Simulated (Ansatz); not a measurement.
How much do the gradients of MgB2 depend on the method?

Cell: a COD entry, whose atoms a relaxation with PBE at fixed cell left in place.

```xyz
3
Lattice="3.0850 0.0000 0.0000 -1.5425 2.6717 0.0000 0.0000 0.0000 3.5230" Properties=species:S:1:pos:R:3 pbc="T T T"
Mg    0.0000    0.0000    0.0000
B     0.0000    1.7811    1.7615
B     1.5425    0.8906    1.7615
```

Sites (sets of like atoms) are named by element and the number of their first atom in this list.

First run. Computed with Ansatz: DFT, PBE, plane waves and PAW, scalar-relativistic, 420 eV cutoff, Γ-centred 17×17×13 k-points, Fermi–Dirac smearing 0.05 eV.

| site | atom | V_zz (10²¹ V/m²) | η |
| --- | --- | --- | --- |
| Mg | 1 | -0.29 | 0.00 |
| B | 2 | 1.68 | 0.00 |

Second run. The same atoms and settings, except that the functional is r2SCAN and the cutoff is 500 eV.

Problem. Given the first result, estimate the second.

Solution. 

```json
{"site": "Mg", "atom": "1", "V_zz": "-0.29", "η": "0.00", "change of V_zz": "0.00"}
{"site": "B", "atom": "2", "V_zz": "1.65", "η": "0.00", "change of V_zz": "-0.03"}
```

The largest change of V_zz is on B, from 1.68 to 1.65.

The run finds no gap above 0.1 eV (a metal, or nearly one), so the gradients can move by 10 % or more with the k-mesh.
